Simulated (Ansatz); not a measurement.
Consider the following.

TiSi:
```cif
data_SiTi
_chemical_formula_sum 'Ti1 Si1'
_space_group_name_H-M_alt 'P 1'
_space_group_IT_number 1
_cell_length_a 2.74316
_cell_length_b 2.74316
_cell_length_c 3.78911
_cell_angle_alpha 90.000
_cell_angle_beta 90.000
_cell_angle_gamma 97.754
loop_
_space_group_symop_operation_xyz
  'x, y, z'
loop_
_atom_site_label
_atom_site_type_symbol
_atom_site_fract_x
_atom_site_fract_y
_atom_site_fract_z
_atom_site_occupancy
Ti1 Ti 0.50000 0.50000 0.00000 1
Si1 Si 0.00000 0.00000 0.50000 1
```

This is the PBEsol-relaxed structure.

Task: All from PBEsol (plane waves, PAW; program Ansatz), unless another level is named. Give the bulk modulus (Birch–Murnaghan fit).

Result: 139 GPa.

Task: Next, the highest zone-centre frequency?

Result: 364 cm⁻¹.

Space group Cmmm. The first step of the workflow began from a Materials Project structure, measured or hypothetical; the Crystallography Open Database copy checked does not list it. COD files the formula under space group No. 25. Whether it is the stable phase at ambient conditions was not checked. The cell was relaxed with PBEsol under the symmetry of its start; whether a distortion lowers the energy is not shown. No spin polarisation was allowed. As this level gives no gap, phonon frequencies hold no LO–TO term and depend on the k-mesh and smearing (Fermi–Dirac, 0.1 eV here).

Potentials: the earlier of the program's two PAW sets. The files were generated under PBE; for other functionals the program regenerates the frozen cores, and for LDA and PBEsol the local potential too.
